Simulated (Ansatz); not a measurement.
# Structure search: one MgMnC4N4 candidate

Method: DFT PBE, scalar-relativistic, plane waves, PAW (Ansatz). Cutoff 420 eV, Gaussian smearing, Γ-centred meshes. Cell and atoms relax first on a coarse mesh and then on a converged one. In between, the cell is made exact in the group found at 0.06 Å. The steps can't lower the symmetry of their start. Collinear spin, starting moments Mn 4.0 μB.

The guess for MgMnC4N4 was made by a generator: two interpenetrating cyanide-bridged diamond nets (P-43m, No. 215). Lengths were set from tabulated atomic sizes, so they are only a guess.

```cif
data_structure
_symmetry_space_group_name_H-M 'P-43m'
_symmetry_Int_Tables_number 215
_cell_length_a 5.9813
_cell_length_b 5.9813
_cell_length_c 5.9813
_cell_angle_alpha 90.000
_cell_angle_beta 90.000
_cell_angle_gamma 90.000
_cell_volume 213.99
loop_
_atom_site_label
_atom_site_type_symbol
_atom_site_symmetry_multiplicity
_atom_site_Wyckoff_symbol
_atom_site_fract_x
_atom_site_fract_y
_atom_site_fract_z
_atom_site_occupancy
Mg1 Mg 1 a 0.00000 0.00000 0.00000 1
Mn1 Mn 1 b 0.50000 0.50000 0.50000 1
C1 C 4 e 0.19112 0.19112 0.19112 1
N1 N 4 e 0.30405 0.30405 0.30405 1
```

Energies over the elements count from the elements' standard structures at the same level (N₂ as a molecule), with no fitted energy shifts.

Task: What does it relax into?

Result: The symmetry stays P-43m (No. 215). The volume per atom grows by 12.1 %, from 21.4 to 24.0 Å³. The shortest distance stays 1.17 Å (C–N). The energy falls by about 0.08 eV/atom (the start's value is from the coarse mesh). Conventional cell: a = 6.214 Å. Mg has 4 C at 2.18 Å; Mn has 4 N at 2.03 Å; C has 1 N at 1.17 Å and 1 Mg at 2.18 Å; N is surrounded by 1 C at 1.17 Å and 1 Mn at 2.03 Å.

```
Mg Mn C N
1.0
     6.21429    0.00000    0.00000
     0.00000    6.21429    0.00000
     0.00000    0.00000    6.21429
Mg Mn C N
1 1 4 4
Direct
  0.00000 0.00000 0.00000
  0.50000 0.50000 0.50000
  0.20282 0.20282 0.20282
  0.20282 0.79718 0.79718
  0.79718 0.20282 0.79718
  0.79718 0.79718 0.20282
  0.31129 0.31129 0.31129
  0.31129 0.68871 0.68871
  0.68871 0.31129 0.68871
  0.68871 0.68871 0.31129
```

Task: Give its energy and gap.

Result:

* Formation energy: +0.151 eV/atom
* Gap on the 4×4×4 mesh of the 10-atom cell: 2.54 eV
* Net moment per atom: 0.50 μB
* Moment by site: Mn 3.8 μB

A positive value: parting into the elements would lower its energy.

The last run used collinear spin and Gaussian smearing of 0.02 eV. Kohn–Sham gaps at this level usually fall short of measured ones. The reference form of C is held partly by dispersion forces, which this level lacks. Another magnetic order may lie lower. Symmetry constrained the relaxation, so the result can be a saddle point. Site moments count only spheres around the atoms; the net moment includes the space between them.
